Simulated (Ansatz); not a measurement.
KF:
```
KF
1.0
    3.22039     0.00000     0.00000
    0.00000     3.22039     0.00000
    0.00000     0.00000     3.22039
K F
1 1
Cartesian
  0.00000   0.00000   0.00000
  1.61020   1.61020   1.61020
```

Relaxed with HSE06.

Question: Give the Bader charges and basin volumes of the independent atoms, the program Ansatz at the HSE06 level (PAW).

Answer: 

```tsv
atom	Bader charge (e)	Bader volume (Å³)
K1	+0.88	17.4
F2	-0.88	16.0
```

Space group Pm-3m (CsCl type). The first step of the workflow began from a Materials Project structure, measured or hypothetical; the Crystallography Open Database copy checked does not list it. It is not the phase usual at ambient conditions (space group No. 225). Symmetry was held in the HSE06 relaxation; whether a distortion lowers the energy is not shown.

Potentials: the later of the program's two PAW sets.
